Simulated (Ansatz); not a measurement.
MoSi$_{2}$ (MoSi2 type, space group I4/mmm)

```yaml
crystal:
  lattice:
    - [-1.59511, 1.59511, 3.91030]
    - [1.59511, -1.59511, 3.91030]
    - [1.59511, 1.59511, -3.91030]
  atoms:
    - { symbol: Mo, position: [0.00000, 0.00000, 0.00000] }
    - { symbol: Si, position: [0.33509, 0.33509, 0.00000] }
    - { symbol: Si, position: [0.66491, 0.66491, 0.00000] }
```

The relaxed cell is deformed in two ways at once: its volume V is scaled, and at that volume it is stretched along z (the c axis of the conventional cell) so that c/a changes. Fractional atomic positions are held.

Computed with PBEsol (plane waves to 420 eV, PAW, scalar-relativistic; Ansatz, an electronic-structure program). k mesh 20×20×20 (Γ-centred), Fermi-Dirac smearing 0.05 eV. Stress and pressure are positive under compression. As the atoms are clamped, bonds stretch with the cell, which overstates energies and stresses. With partly filled bands, the response to shear is sensitive to the k mesh, so small differences along c/a are uncertain. MoSi2 is run without spin polarisation. MoSi2 was relaxed with its symmetry unable to fall. 

| σxx (GPa) | V/V₀ = 0.960 | V/V₀ = 0.973 | V/V₀ = 0.987 | V/V₀ = 1.000 | V/V₀ = 1.013 | V/V₀ = 1.027 | V/V₀ = 1.040 |
|---|---|---|---|---|---|---|---|
| (c/a)/(c/a)₀ = 0.880 | -5.1 | -8.0 | -10.6 | -13.0 | -15.3 | -17.3 | -19.3 |
| (c/a)/(c/a)₀ = 0.920 | -0.7 | [?] | -6.5 | -9.1 | -11.5 | -13.7 | -15.8 |
| (c/a)/(c/a)₀ = 0.960 | 4.4 | 1.2 | -1.8 | -4.6 | -7.2 | -9.6 | -11.8 |
| (c/a)/(c/a)₀ = 1.000 | 9.5 | 6.1 | 2.9 | 0.0 | -2.7 | -5.3 | -7.7 |
| (c/a)/(c/a)₀ = 1.040 | 14.4 | 10.9 | 7.6 | 4.5 | 1.6 | -1.1 | -3.6 |
| (c/a)/(c/a)₀ = 1.080 | 19.0 | 15.3 | 11.9 | 8.7 | 5.7 | 2.9 | 0.3 |
| (c/a)/(c/a)₀ = 1.120 | [?] | 19.3 | 15.8 | 12.5 | 9.5 | 6.6 | [?] |

Task: Fill in the missing entries.

Result: 
- (c/a)/(c/a)₀ = 0.920, V/V₀ = 0.973: -3.7
- (c/a)/(c/a)₀ = 1.120, V/V₀ = 0.960: 23.1
- (c/a)/(c/a)₀ = 1.120, V/V₀ = 1.040: 3.9

(A scan under strain: stresses follow from slopes of the energy per volume, elastic moduli from its curvatures.)
